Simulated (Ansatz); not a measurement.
In$_{3}$Ru:
```xyz
16
Lattice="7.0220 0.0000 0.0000 0.0000 7.0220 0.0000 0.0000 0.0000 7.2982" Properties=species:S:1:pos:R:3 pbc="T T T"
In     1.0898     1.0898     1.9238
In     5.9322     5.9322     5.3744
In     2.4212     4.6008     5.5729
In     4.6008     2.4212     1.7253
In     5.9322     5.9322     1.9238
In     1.0898     1.0898     5.3744
In     4.6008     2.4212     5.5729
In     2.4212     4.6008     1.7253
In     3.5110     0.0000     0.0000
In     3.5110     0.0000     3.6491
In     0.0000     3.5110     3.6491
In     0.0000     3.5110     0.0000
Ru     4.6064     4.6064     0.0000
Ru     2.4156     2.4156     0.0000
Ru     5.9266     1.0954     3.6491
Ru     1.0954     5.9266     3.6491
```

Relaxed with r²SCAN.

Problem. Map the electron localisation function on the plane through (0.155, 0.155, 0.264) spanned by u = [0, 0, 1] and v = [1, 1, 0] in lattice vectors, from r²SCAN in the plane-wave PAW code Ansatz.

Solution. x is the fraction of u, y of v (the angle between them is 90°; rows are the nearest grid lines); atoms in the plane: In at (0.00, 0.00), In at (0.47, 0.69), In at (0.00, 0.69), In at (0.47, 0.00), Ru at (0.74, 0.50), Ru at (0.74, 0.19).
```
|   :--:-==-:--:     :---+****+---:   |
| .:---======---:. .:==---====---==:. |
|-----========------==-:-::::::-:-==--|
|-==+++======+++==----::..    ..::----|
|==++++==++==++++===--::.      .::--==|
|-----=+====+=-----==--::::..:::::--=-|
|.:----======----:.:-=------------=-:.|
|   :----==----:     :---++++++---:   |
|  .-=-::--::-=-.   .---+*+==+*+---.  |
|-=--:::....:::--=----=+=------=+=----|
|---:::......:::----=++==+####+==++=--|
|++=-:.      .:-=++*+=-=%@@**@@%=-=+*+|
|++=:..      ..:=++++--=%@@**@@%=--+++|
|+=-:..      ..:-=+**+---+*##*+---+**+|
|+=-:..      ..:-=++*+=-::----::-=+*++|
|==-:..      ..:-==++*++===++===++*++=|
|+=-:..      ..:-=++*++=-::::::-=++*++|
|++=:..      ..:=++*+=--=#@@@@#=--=+*+|
|++=:..      ..:=++++=-=#@@%%@@#=-=+++|
|++=-:.      .:-=++*+=-+%@%==%@%+--+*+|
|----::..  ..::----=++==+#%@@%#+==++=-|
|--=--:::..:::--=-----=++=-::-=++=----|
| .:=-::::::::-=:. .:--=++====++=--:. |
|   :--:-==-:--:     :---+****+---:   |
```
Scale: ten equal steps from 0.000 (start of ' ') to 0.667 (end of '@'), in the order ' .:-=+*#%@'; x runs from 0.000 to 1.00, y from 0.000 (bottom) to 1.00 (top).

The density is the valence pseudo-density with augmentation charge, so density and ELF within about 1 Å of a nucleus are not all-electron values.

Space group P4_2/mnm. The workflow started from a Materials Project entry (that database holds measured and hypothetical structures alike); the Crystallography Open Database copy checked does not list it. Its standing as an ambient phase is unchecked. The r²SCAN relaxation kept the symmetry of its start; its stability against distortions is not shown here. The run is not spin-polarised.

Potentials: the later of the program's two PAW sets.
